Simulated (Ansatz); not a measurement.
**Question.** Mg (diamond, Fd-3m) is relaxed with plane-wave PAW PBEsol (Ansatz code). What lattice parameters of the conventional cell result?

**Answer.** a = 6.768 Å.

The start of the workflow was typed in or built on a structure type; neither database checked (COD, Materials Project) lists it. It is not the phase usual at ambient conditions (space group No. 194). The PBEsol relaxation kept the symmetry of its start. At this level the phase is mechanically unstable.

Potentials: the earlier of the program's two PAW sets.
